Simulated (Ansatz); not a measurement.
HfSi:
```
HfSi
1.0
    6.13250     0.00000     0.00000
   -3.06625     5.31090     0.00000
    0.00000     0.00000     4.04430
Hf Si
3 3
Direct
  0.50000   0.00000   0.00000
  0.50000   0.50000   0.00000
  0.00000   0.50000   0.00000
  0.00000   0.00000   0.00000
  0.33333   0.66667   0.50000
  0.66667   0.33333   0.50000
```

Relaxed with PBE. Special points in fractions of this cell's reciprocal vectors: Γ (0.000, 0.000, 0.000); M (0.500, 0.000, 0.000); K (0.333, 0.333, 0.000); A (0.000, 0.000, 0.500); L (0.500, 0.000, 0.500); H (0.333, 0.333, 0.500).

Q: List the band energies nearest the Fermi level at these points for PBE in the plane-wave PAW code Ansatz.

A: In eV from the Fermi level; about four levels below and three above (degenerate sets whole), none deeper than 8.9 eV; points with the same levels are listed once.

```tsv
k	below	above
Γ	-1.84 -1.84 -0.63 -0.63 -0.13	0.57 0.57 2.22
M	-1.50 -1.38 -0.83 -0.47	0.14 1.02 1.80
K	-2.21 -2.21 -1.29 -1.29 -0.85	0.10 0.16 0.16
A	-1.07 -0.63 -0.58 -0.58	1.52 2.25 2.25
L	-2.16 -1.93 -0.86 -0.81	0.14 0.41 0.83
H	-1.72 -1.72 -0.25 -0.02	0.43 1.74 1.74
```

Space group P6/mmm. The cell is a constructed one: a structure type filled with these elements; neither database checked (COD, Materials Project) lists it. COD files the formula under space group No. 62, so this cell is another polymorph or a model. Its standing as an ambient phase is unchecked. The cell was relaxed with PBE under the symmetry of its start; its stability against distortions is not shown here. No spin polarisation was allowed. Scalar-relativistic: spin–orbit coupling is off unless named, which matters more the heavier the elements.

Potentials: the later of the program's two PAW sets.
